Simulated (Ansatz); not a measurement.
**Ag (P6_3/mmc), work and stress of cleavage**

Theory: Ansatz 0.2.0, DFT r2SCAN, scalar-relativistic, plane waves, PAW. The runs took a 500 eV cutoff, a Γ-centred 18×18×3 mesh and Gaussian smearing (0.15 eV). No spin polarisation. Energies are free energies at this smearing, counted from the undisturbed cell; pressure is positive in compression.

The undisturbed cell (relaxed at this level; with this scan's settings it stands at 0.1 GPa; this form isn't the usual structure):

```
Ag
1.0
    -2.90521    0.00000    0.00000
    -1.45260   -2.51598    0.00000
     0.00000    0.00000   18.93399
Ag
8
Direct
  0.33333 0.33333 0.06250
  0.33333 0.33333 0.56250
  0.66667 0.66667 0.31250
  0.66667 0.66667 0.81250
  0.00000 0.00000 0.93750
  0.00000 0.00000 0.43750
  0.00000 0.00000 0.18750
  0.00000 0.00000 0.68750
```

The cut lies on the cell's a–b face, a (0 0 1) plane (indices in the standard cell, whose axes needn't be the Cartesian ones shown) of area 7.31 Å², between layers 2.37 Å apart. Vector c is lengthened by d along the normal with the atoms' Cartesian places fixed: one unrelaxed cut a cell. The traction is positive where the two halves pull on each other.

```csv
d (Å),energy (J/m²),traction (GPa)
-0.30,0.44,-34.7
-0.15,0.09,-13.2
0.00,0.00,-0.2
0.25,0.14,9.6
0.50,0.42,11.8
0.75,0.71,11.0
1.00,0.96,9.3
1.50,1.33,5.8
2.00,1.56,3.3
3.00,1.75,1.0
4.50,1.81,0.1
6.00,1.81,0.0
```

Q: What are the work of separation and the cleavage stress, and do they fit the universal binding curve?

A: The energy levels off near W ≈ 1.81 J/m² (the traction is down to 0.0 GPa), the energy of the two unrelaxed faces, 0.91 J/m² each on average. The largest sampled traction is 11.8 GPa at d = 0.50 Å, and a parabola through it and its two neighbours peaks at σ_max ≈ 11.9 GPa, d ≈ 0.56 Å. The curve E = W[1 − (1 + d/ℓ)exp(−d/ℓ)] peaks in traction at d = ℓ with σ_max = W/(eℓ); with 1 J/m² per Å = 10 GPa this W and σ_max give ℓ = 0.56 Å. A parabola through that curve at the same three d peaks at 0.59 Å, against 0.56 Å here, a fair fit. Real crystals break at far lower stress, because cracks concentrate it, and on the plane of lowest W, which needn't be this one.

The cut is rigid; relaxing the faces lowers these energies and usually the stresses.

In a metal these slopes depend on the k mesh and the smearing.

Cost: 12 runs of about 14 core-minutes in all, on AMD EPYC 9R45 (Zen 5) (shared hosts).